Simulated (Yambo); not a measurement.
Absorption of a free-standing Cu₂SO₄ monolayer (symmetry C222, slab cell 14.8 Å high) with and without the electron-hole interaction (Yambo, PBEsol bands; 6×6×1 mesh, 18 valence and 13 conduction bands, static screening with 103 bands and a 3 Ry block, scissor 3.18 eV, Tamm-Dancoff, stochastic integration of W near q = 0; field along x). x lies along the first cell vector.

```csv
E (eV),"Im α, BSE (Å)","Im α, independent quasiparticles (Å)"
2.10,0.04,0.01
2.20,0.05,0.01
2.30,0.06,0.01
2.40,0.08,0.01
2.50,0.10,0.01
2.60,0.13,0.01
2.70,0.19,0.01
2.80,0.32,0.01
2.90,0.67,0.01
3.00,1.66,0.01
3.10,1.81,0.01
3.20,0.80,0.01
3.30,0.43,0.01
3.40,0.30,0.01
3.50,0.26,0.01
3.60,0.28,0.01
3.70,0.34,0.01
3.80,0.46,0.01
3.90,0.71,0.01
4.00,1.32,0.01
4.10,3.07,0.02
4.20,6.34,0.02
4.30,5.09,0.02
4.40,2.82,0.02
4.50,1.60,0.02
4.60,0.86,0.02
4.70,0.65,0.02
4.80,0.75,0.03
4.90,0.91,0.03
5.00,0.82,0.03
5.10,0.54,0.04
5.20,0.48,0.04
5.30,0.43,0.05
5.40,0.42,0.05
5.50,0.54,0.06
5.60,0.55,0.08
5.70,0.51,0.10
5.80,0.38,0.14
5.90,0.34,0.16
6.00,0.41,0.22
6.10,0.51,0.31
6.20,0.65,0.40
6.30,0.55,0.58
6.40,0.37,1.01
6.50,0.42,1.93
6.60,0.51,1.98
6.70,0.65,1.54
6.80,0.76,1.89
6.90,0.66,2.62
7.00,0.44,3.43
7.10,0.31,3.73
7.20,0.34,2.33
7.30,0.46,1.31
7.40,0.55,0.96
7.50,0.68,0.67
7.60,0.94,0.47
7.70,0.62,0.43
7.80,0.41,0.48
7.90,0.30,0.71
8.00,0.23,1.18
8.10,0.22,1.50
8.20,0.23,1.29
8.30,0.21,0.83
8.40,0.19,0.72
8.50,0.19,0.69
8.60,0.19,0.72
8.70,0.22,0.75
8.80,0.29,0.56
8.90,0.33,0.47
9.00,0.35,0.42
```

The scissor comes from a G0W0 run whose convergence isn't established. Broadening 0.1 eV. The band window holds all transitions up to 12.5 eV. Fine structure above the onset can come from the mesh.

The 3d shell has no Hubbard U; the runs are without spin polarisation, and magnetic order was not tried.

Geometry relaxed with PBEsol; primitive cell a = 4.485 Å, b = 5.745 Å, c = 14.800 Å, α = 90.00°, β = 90.00°, γ = 112.97°.

This is a model layer cut from the bulk structure; whether it is stable on its own was not checked.

With a shallow 3d shell G0W0 needs far more bands and larger blocks than here, so the scissor is uncertain by tenths of an eV or more.
